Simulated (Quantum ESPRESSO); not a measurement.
# Zr4Ru2TaIn: input and log of a self-consistent run

A calculation, not a measurement. The program is pw.x of Quantum ESPRESSO 7.5 (plane-wave density functional theory). The cell is made up: eight metal atoms on a face-centred cubic lattice, with elements, volume, strain and displacements drawn at random and not relaxed, so it may be unstable or far from any real phase. PseudoDojo standard norm-conserving files set the functional (PBE unless stated); there is no spin polarisation or spin-orbit coupling, the Fermi-Dirac width of 0.25 eV means electrons at about 2900 K, and the masses in the input are unused placeholders. Heavy elements are run without spin-orbit coupling, which real alloys of them have. A spin test at this wide smearing found no moment, but such smearing suppresses magnetism that the real alloy may have.

Input:

```
&control calculation='scf', pseudo_dir='./dojo.nc.sr.pbe.v0_5.standard.upf', outdir='./o', disk_io='minimal', tprnfor=.true., tstress=.true. /
&system ibrav=0, nat=8, ntyp=4, nbnd=70, ecutwfc=84.00895049, nosym=.true., tot_charge=0,
 occupations='smearing', smearing='fd', degauss=0.0183746611
/
&electrons conv_thr=1.470e-08, electron_maxstep=70, mixing_beta=0.5 /
ATOMIC_SPECIES
In 1.0 In.upf
Ru 1.0 Ru.upf
Ta 1.0 Ta.upf
Zr 1.0 Zr.upf
CELL_PARAMETERS angstrom
0.0 4.2302 0.0
-4.2302 0.0 -4.2302
-4.2302 0.0 4.2302
ATOMIC_POSITIONS angstrom
Zr -0.0031 0.139 0.1521
Ru -2.1536 0.1088 2.1448
Zr -2.055 -0.051 -2.1654
Ta -4.2224 0.0884 0.0549
Zr -2.0542 2.0925 -0.1165
In -4.2997 2.2611 2.1866
Zr -4.1695 2.0258 -2.0499
Ru -6.3713 2.0998 0.0177
K_POINTS automatic
6 4 4 1 1 1
```

The log is shortened where brackets say so; the opening notice, blank lines, dates and the lines on written files are dropped, and the path of the files is cut. It prints rydbergs, bohrs and kilobars, and counts compression as positive stress. Its total energy is the free energy E - TS of the whole cell.

```
     Program PWSCF v.7.5
     Parallel version (MPI & OpenMP), running on       4 processor cores
     Number of MPI processes:                 4
     Threads/MPI process:                     1
     [start-up lines left out]
     bravais-lattice index     =            0
     lattice parameter (alat)  =       7.9939  a.u.
     unit-cell volume          =    1021.6668 (a.u.)^3
     number of atoms/cell      =            8
     number of atomic types    =            4
     number of electrons       =       106.00
     number of Kohn-Sham states=           70
     kinetic-energy cutoff     =      84.0090  Ry
     charge density cutoff     =     336.0358  Ry
     scf convergence threshold =      1.5E-08
     mixing beta               =       0.5000
     number of iterations used =            8  plain     mixing
     Exchange-correlation= PBE
                           (   1   4   3   4   0   0   0)
     [axes and pseudopotential details left out]
   Cartesian axes
     site n.     atom                  positions (alat units)
         1        Zr     tau(   1) = (  -0.0007328   0.0328590   0.0359557  )
         2        Ru     tau(   2) = (  -0.5091012   0.0257198   0.5070209  )
         3        Zr     tau(   3) = (  -0.4857926  -0.0120562  -0.5118907  )
         4        Ta     tau(   4) = (  -0.9981561   0.0208974   0.0129781  )
         5        Zr     tau(   5) = (  -0.4856035   0.4946575  -0.0275401  )
         6        In     tau(   6) = (  -1.0164295   0.5345137   0.5169023  )
         7        Zr     tau(   7) = (  -0.9856508   0.4788899  -0.4845870  )
         8        Ru     tau(   8) = (  -1.5061463   0.4963831   0.0041842  )
     number of k points=    48  Fermi-Dirac smearing, width (Ry)=  0.0184
                       cart. coord. in units 2pi/alat
        k(    1) = (  -0.1250000   0.0833333   0.0000000), wk =   0.0416667
        k(    2) = (  -0.2500000   0.0833333   0.1250000), wk =   0.0416667
     [further k points left out]
     Dense  grid:   106171 G-vectors     FFT dimensions: (  48,  72,  72)
     Estimated max dynamical RAM per process >     359.40 MB
     Estimated total dynamical RAM >       1.33 GB
     Initial potential from superposition of free atoms
     starting charge     105.9842, renormalised to     106.0000
     Starting wfcs are   79 randomized atomic wfcs
     total cpu time spent up to now is       10.8 secs
     per-process dynamical memory:   267.0 Mb
     Self-consistent Calculation
     iteration #  1     ecut=    84.01 Ry     beta= 0.50
     Davidson diagonalization with overlap
     ethr =  1.00E-02,  avg # of iterations =  2.2
     total cpu time spent up to now is       32.3 secs
     total energy              =   -1068.76636447 Ry
     estimated scf accuracy    <       5.64878215 Ry
     iteration #  2     ecut=    84.01 Ry     beta= 0.50
     Davidson diagonalization with overlap
     ethr =  5.33E-03,  avg # of iterations =  3.7
     total cpu time spent up to now is       57.7 secs
     total energy              =   -1070.10361341 Ry
     estimated scf accuracy    <      41.95542479 Ry
     iteration #  3     ecut=    84.01 Ry     beta= 0.50
     Davidson diagonalization with overlap
     ethr =  5.33E-03,  avg # of iterations =  2.1
     total cpu time spent up to now is       84.8 secs
     total energy              =   -1072.40349678 Ry
     estimated scf accuracy    <       4.62270714 Ry
     iteration #  4     ecut=    84.01 Ry     beta= 0.50
     Davidson diagonalization with overlap
     ethr =  4.36E-03,  avg # of iterations =  1.0
     total cpu time spent up to now is      105.4 secs
     total energy              =   -1072.31369949 Ry
     estimated scf accuracy    <       2.08362520 Ry
     iteration #  5     ecut=    84.01 Ry     beta= 0.50
     Davidson diagonalization with overlap
     ethr =  1.97E-03,  avg # of iterations =  1.8
     total cpu time spent up to now is      127.0 secs
     total energy              =   -1072.28856822 Ry
     estimated scf accuracy    <       0.46760779 Ry
     [iterations 6 to 14 left out]
     iteration # 15     ecut=    84.01 Ry     beta= 0.50
     Davidson diagonalization with overlap
     ethr =  4.52E-08,  avg # of iterations =  1.0
     total cpu time spent up to now is      363.7 secs
     total energy              =   -1072.35565847 Ry
     estimated scf accuracy    <       0.00000084 Ry
     iteration # 16     ecut=    84.01 Ry     beta= 0.50
     Davidson diagonalization with overlap
     ethr =  7.91E-10,  avg # of iterations =  5.1
     total cpu time spent up to now is      390.0 secs
     total energy              =   -1072.35565858 Ry
     estimated scf accuracy    <       0.00000041 Ry
     iteration # 17     ecut=    84.01 Ry     beta= 0.50
     Davidson diagonalization with overlap
     ethr =  3.88E-10,  avg # of iterations =  2.0
     total cpu time spent up to now is      412.9 secs
     total energy              =   -1072.35565861 Ry
     estimated scf accuracy    <       0.00000028 Ry
     iteration # 18     ecut=    84.01 Ry     beta= 0.50
     Davidson diagonalization with overlap
     ethr =  2.60E-10,  avg # of iterations =  1.0
     total cpu time spent up to now is      429.1 secs
     total energy              =   -1072.35565863 Ry
     estimated scf accuracy    <       0.00000004 Ry
     iteration # 19     ecut=    84.01 Ry     beta= 0.50
     Davidson diagonalization with overlap
     ethr =  3.78E-11,  avg # of iterations =  2.0
     total cpu time spent up to now is      444.4 secs
     End of self-consistent calculation
     [lines on levels left out]
!    total energy              =   -1072.35565864 Ry
     estimated scf accuracy    <          1.8E-09 Ry
     smearing contrib. (-TS)   =      -0.13847055 Ry
     internal energy E=F+TS    =   -1072.21718809 Ry
     The total energy is F=E-TS. E is the sum of the following terms:
     one-electron contribution =    -212.40468664 Ry
     hartree contribution      =     167.56912283 Ry
     xc contribution           =    -218.51017938 Ry
     ewald contribution        =    -808.87144489 Ry
     convergence has been achieved in  19 iterations
     Forces acting on atoms (cartesian axes, Ry/au):
     atom    1 type  4   force =     0.03014177   -0.04598753   -0.05075471
     atom    2 type  2   force =    -0.00519163   -0.01061250   -0.00691605
     atom    3 type  4   force =    -0.00330779    0.02874828   -0.02799393
     atom    4 type  3   force =    -0.01310371   -0.02141921   -0.01171328
     atom    5 type  4   force =    -0.06238818    0.02521050    0.11084495
     atom    6 type  1   force =     0.10790476   -0.03870940   -0.04199236
     atom    7 type  4   force =    -0.07379245    0.05555233    0.02536740
     atom    8 type  2   force =     0.01973723    0.00721752    0.00315798
     Total force =     0.222535     Total SCF correction =     0.000143
     Computing stress (Cartesian axis) and pressure
          total   stress  (Ry/bohr**3)                   (kbar)     P=       63.97
   0.00034740  -0.00008677  -0.00006074           51.10      -12.76       -8.94
  -0.00008677   0.00045983  -0.00004652          -12.76       67.64       -6.84
  -0.00006074  -0.00004652   0.00049726           -8.94       -6.84       73.15
     init_run     :      9.00s CPU      9.39s WALL (       1 calls)
     electrons    :    431.60s CPU    433.66s WALL (       1 calls)
     forces       :      2.54s CPU      2.56s WALL (       1 calls)
     stress       :      8.95s CPU      9.14s WALL (       1 calls)
     [timing details left out]
     PWSCF        :   7m33.48s CPU   7m36.17s WALL
     JOB DONE.
```

In other units: free energy -14590.142 eV for the cell, pressure 6.40 GPa, largest force component 2.850 eV/Å in size. The run took 458 s of wall time with four MPI processes on a shared machine (Intel Xeon, 2023 or later, virtual cores), so the time is rough. A rerun of this cell at a higher cutoff and on a denser mesh moved values by no more than 0.006 eV in energy, 0.08 GPa in stress and 0.009 eV/Å in force, and a second program with other atomic files agreed on that cell to 2 % rms in force and 0.5 GPa in pressure.